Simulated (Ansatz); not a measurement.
KCl (rock salt)

```yaml
crystal:
  lattice:
    - [0.00000, 3.14616, 3.14616]
    - [3.14616, 0.00000, 3.14616]
    - [3.14616, 3.14616, 0.00000]
  atoms:
    - { symbol: Cl, position: [0.00000, 0.00000, 0.00000] }
    - { symbol: K, position: [0.50000, 0.50000, 0.50000] }
```

This relaxed cell (volume V₀) is scaled evenly in all directions, its shape held. Symmetry pins the atoms to their sites.

Calculation: r2SCAN (plane waves to 500 eV, PAW, scalar-relativistic; Ansatz, a first-principles code). k mesh 9×9×9 (Γ-centred), Fermi-Dirac smearing 0.05 eV. Energies are smeared free energies. KCl was relaxed with its symmetry unable to fall. The zero of ΔE is the relaxed starting cell.

| V (Å³/atom) | ΔE (meV/atom) |
|---|---|
| 28.027 | 23.1 |
| 28.806 | 12.3 |
| 29.584 | 5.2 |
| 30.363 | 1.3 |
| 31.142 | 0.0 |
| 31.920 | 1.1 |
| 32.699 | 4.2 |
| 33.477 | 9.0 |
| 34.256 | 15.3 |

What is the fitted pressure derivative B₀′?

4.9.

What bulk modulus B₀ follows from a third-order Birch-Murnaghan fit?

19.1 GPa. Check by three points about V = 31.142 Å³/atom, step 0.779: d²E/dV² ≈ (1.3 − 2·0.0 + 1.1) meV / 0.779² = 0.00396 eV/Å⁶, and V·d²E/dV² × 160.2 = 19.8 GPa.

(A scan under strain: stresses follow from slopes of the energy per volume, elastic moduli from its curvatures.)
